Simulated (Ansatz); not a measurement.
CuAu (L1₀ or tetragonal B2, space group No. 123), a = b = 2.8798 Å, c = 3.5028 Å, α = β = γ = 90.00°.

This is the r²SCAN-relaxed structure.

**Question.** All from r²SCAN (plane waves, PAW; program Ansatz), unless another level is named. Predict the density of states at the Fermi level.

**Answer.** 0.28 states/eV per atom (mean over ±0.08 eV).

**Question.** Next, the formation energy from the elements (no fitted shifts)?

**Answer.** -0.058 eV/atom.

Space group P4/mmm (L1₀ or tetragonal B2). Its axis ratio c/a = 1.22 departs by over 6 % from that of the usual cell of this phase: another minimum, or an error of the functional. The r²SCAN relaxation kept the symmetry of its start; its stability against distortions is not shown here. No spin polarisation was allowed. Axis ratios of metals converge slowly with the k-mesh, so a and c are less sure than the volume. The references are the lowest solids computed at this level, not always the standard phases. Scalar-relativistic: spin–orbit coupling is off unless named, which matters more the heavier the elements.

Potentials: the later of the program's two PAW sets.
